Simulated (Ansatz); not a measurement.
A geometry of Rh away from equilibrium: step 23 of the relaxation of a relaxed Rh cell, doubled along one cell vector, shaken by Gaussian noise of σ = 0.08 Å a coordinate. The numbers are results of PBEsol (plane waves to 420 eV, PAW, scalar-relativistic; Ansatz, an electronic-structure program), not measurements. Γ-centred k-mesh 10×5×10 on the run's cell (coarser than for final values), Fermi–Dirac smearing 0.05 eV.

```
CELL_PARAMETERS angstrom
      0.00001     1.89575     1.89578
      5.75012     0.30438     3.48719
      3.59996     2.46847    -0.57271
ATOMIC_POSITIONS crystal
  Rh 0.56023 0.45207 0.99069
  Rh 0.84942 0.92402 0.46847
  Rh 0.42503 0.20051 0.76422
  Rh 0.71422 0.67246 0.24200
```

Q: Which atoms carry the largest force, and which way does it point?

A: 0.02 eV/Å, on Rh2, Rh3 (atoms numbered as listed); on Rh2 its components are (0.02, 0.01, -0.01).

Q: What is the pressure?

A: +5.8 GPa, compression positive.

Q: How much energy per atom can still be gained by relaxing?

A: 0.03 eV/atom; the path ends in C2/m (No. 12).

No spin polarisation in the result.

The end of the path is a generated cell of Rh: the first start was made by placing the elements on the sites of a structure type, and the end was not matched to a known phase here, so it may be hypothetical. Known forms of Rh include space group No. 225.
